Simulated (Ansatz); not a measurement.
TiAu:
```
TiAu
1.0
    3.32556     0.00000     0.00000
    0.00000     3.32556     0.00000
    0.00000     0.00000     6.08687
Ti Au
2 2
Direct
  0.00000   0.50000   0.86396
  0.50000   0.00000   0.13604
  0.00000   0.50000   0.36035
  0.50000   0.00000   0.63965
```

Relaxed with r²SCAN. Special points in fractions of this cell's reciprocal vectors: Γ (0.000, 0.000, 0.000); X (0.000, 0.500, 0.000); M (0.500, 0.500, 0.000); Z (0.000, 0.000, 0.500); R (0.000, 0.500, 0.500); A (0.500, 0.500, 0.500).

Problem. List the band energies nearest the Fermi level at these points for DFT-r²SCAN in the program Ansatz with PAW potentials.

Solution. In eV from the Fermi level; about four levels below and three above (degenerate sets whole), none deeper than 8.9 eV; points with the same levels are listed once.

| k | below | above |
|---|---|---|
| Γ | -4.25 -4.25 -3.98 -2.29 -0.94 | 0.56 0.56 1.44 |
| X | -2.97 -2.97 -0.90 -0.90 | 0.14 0.14 0.66 0.66 |
| M | -1.24 -1.24 -0.34 -0.34 | 1.76 1.76 2.09 2.09 |
| Z | -4.16 -4.16 -4.02 -1.39 -0.74 | 0.71 0.71 1.40 |
| R | -3.13 -3.13 -1.92 -1.92 | 0.23 0.23 0.76 0.76 |
| A | -1.40 -1.40 -0.90 -0.90 | 1.50 1.50 2.60 2.60 |

Space group P4/nmm. The first step of the workflow began from a Materials Project structure, measured or hypothetical; the Crystallography Open Database copy checked does not list it. COD files the formula under space group No. 221, so this cell is another polymorph or a model. With Ti and Au taken as one species the cell has the higher symmetry P4/nmm, so it may be an ordered model of a mixed-site phase. Its standing as an ambient phase is unchecked. The r²SCAN relaxation kept the symmetry of its start; its stability against distortions is not shown here. The run is not spin-polarised. Spin–orbit coupling is left out wherever it is not named.

Potentials: the later of the program's two PAW sets.
